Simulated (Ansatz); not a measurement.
# Computed properties of Ti2SiB2

Ti2SiB2:
```
Ti2SiB2
1.0
    2.98761     0.00000     0.00000
   -1.49380     2.58734     0.00000
    0.00000     0.00000     7.18013
Ti Si B
2 1 2
Cartesian
  0.00000   1.72490   5.15387
  0.00000   1.72490   2.02626
  0.00000   0.00000   0.00000
  0.00000   0.00000   3.59007
  1.49380   0.86245   3.59007
```

Space group P-6m2 (No. 187); conventional cell a = b = 2.9876 Å, c = 7.1801 Å, α = β = 90.00°, γ = 120.00°.

Method: plane-wave PAW PBEsol (Ansatz code). Structure relaxed to zero pressure with the same functional. Other levels are named where they apply.

Cell and energy:

- Volume per atom = 11.10 Å³
- Density = 4.35 g/cm³
- Formation energy from the elements (no fitted shifts) = -0.93 eV/atom

Electronic structure:

Electronic character: metallic (no gap)
Density of states at the Fermi level: 0.25 states/eV per atom (mean over ±0.08 eV)

Mechanics:

* **Bulk modulus (Birch–Murnaghan fit)**: 192 GPa
* **Pressure derivative B′**: 4.1

Phonons:

- Highest zone-centre frequency: 961 cm^-1
- Zone-centre stability: no imaginary mode at Γ

The start of the workflow was typed in or built on a structure type; neither database checked (COD, Materials Project) lists it. Whether it is the stable phase at ambient conditions was not checked. The PBEsol relaxation kept the symmetry of its start. No spin polarisation was allowed. As this level gives no gap, phonon frequencies hold no LO–TO term and depend on the k-mesh and smearing (Fermi–Dirac, 0.1 eV here). The references are the lowest solids computed at this level, not always the standard phases.

Potentials: the earlier of the program's two PAW sets. The files were generated under PBE; for other functionals the program regenerates the frozen cores, and for LDA and PBEsol the local potential too.
